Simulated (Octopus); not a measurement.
## MoTe$_{2}$ (P63/mmc, No. 194): Octopus summary

MoTe2 (P63/mmc, No. 194):
```
MoTe2
1.0
    3.56565     0.00000     0.00000
   -1.78282     3.08794     0.00000
    0.00000     0.00000    14.64778
Te Mo
4 2
Direct
  0.33333   0.66667   0.62782
  0.66667   0.33333   0.37218
  0.66667   0.33333   0.12782
  0.33333   0.66667   0.87218
  0.33333   0.66667   0.25000
  0.66667   0.33333   0.75000
```
The cell is a database entry, not relaxed again. Its spacing of the layers comes from a density-functional relaxation and may be several per cent too wide, which shifts gaps by tenths of an eV.

Method: LDA in Octopus 16.4; grid spacing about 0.16 Å, Γ-centred 6×6×2 k-mesh, Fermi-Dirac smearing of 0.03 eV, no spin polarisation; PseudoDojo 0.4 LDA potentials. Spin-orbit coupling is left out.

**Question.** What band gap does LDA give on the standard high-symmetry path?

**Answer.** 0.87 eV, from Γ to between K and Γ; smallest direct gap on the path 0.96 eV.
